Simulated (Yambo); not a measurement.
BSE-type run in Yambo on BaP₃ (space group C2/m, No. 12), at zero momentum.

Quantum ESPRESSO step (LDA, PseudoDojo standard norm-conserving files, scalar-relativistic):
```
&CONTROL
  calculation = 'nscf'
  pseudo_dir = './pseudo'
  outdir = './out'
/
&SYSTEM
  ibrav = 0
  nat = 8
  ntyp = 2
  ecutwfc = 56.6
  ecutrho = 226.4
  occupations = 'fixed'
  force_symmorphic = .true.
  nbnd = 104
/
&ELECTRONS
  conv_thr = 8e-09
  diago_full_acc = .true.
  diago_thr_init = 1e-08
/
ATOMIC_SPECIES
P 30.9738 P.upf
Ba 137.3270 Ba.upf
CELL_PARAMETERS angstrom
  5.900025000000  -3.866930000000   0.000000000000
  5.900025000000   3.866930000000   0.000000000000
 -1.831100000000   0.000000000000   4.423659000000
ATOMIC_POSITIONS crystal
P   0.590420000000   0.590420000000   0.976250000000
P   0.409580000000   0.409580000000   0.023750000000
P   0.186820000000   0.648360000000   0.291700000000
P   0.813180000000   0.351640000000   0.708300000000
P   0.351640000000   0.813180000000   0.708300000000
P   0.648360000000   0.186820000000   0.291700000000
Ba   0.826150000000   0.826150000000   0.684580000000
Ba   0.173850000000   0.173850000000   0.315420000000
K_POINTS automatic
4 4 6 0 0 0
```

Yambo input:
```
rim_cut
optics
bse
bss
dipoles
em1s
RandQpts= 1000000
RandGvec= 1 Ry
FFTGvecs= 40 Ry
Chimod= "HARTREE"
BSKmod= "SEX"
BSEmod= "resonant"
BSSmod= "hs"
BSENGexx= 15 Ry
BSENGBlk= 3 Ry
% KfnQP_E
 0.629 | 1.0 | 1.0 |
%
% BSEQptR
 1 | 1 |
%
% BSEBands
 18 | 36 |
%
% BEnRange
 0.0 | 6.3 | eV
%
% BDmRange
 0.15 | 0.15 | eV
%
BEnSteps= 126
% BLongDir
 0.0 | 0.0 | 1.0 |
%
BSHayTrs= -0.02
BSSNEig= 24
WRbsWF
% BndsRnXs
 1 | 100 |
%
NGsBlkXs= 3 Ry
% LongDrXs
 1.0 | 1.0 | 1.0 |
%
```

From the report:

The dimension is k points × valence × conduction bands = 96 × 8 × 11 = 8448.
```
  [SLEPC] Approach                          : Krylov-Schur
  [SLEPC] Number of requested eigenvalues   :  24
  [SLEPC] Number of eigenvalues        [NEV]:  24
   [K] Dimension                                    :   8448
   [K] Bands                                        :   18   36
   [K] Exchange res                                 : yes
   [K] Correlation res                              : yes
   [K] W interaction is bare                        : no
   [K] RL vectors exchange                          :  1341
   [K] RL vectors correlation                       :  127
   [W] Matrix size                                  :  127
   [W] Bands                                        :    1  100
   [W] Coulomb Cutoff                               : none
   [W] Hxc Kernel                                   : HARTREE
```

Geometry of the Materials Project entry, not relaxed at this level.

The structure is a Materials Project entry; no match was found in the copy of COD used, and its stability was not checked.
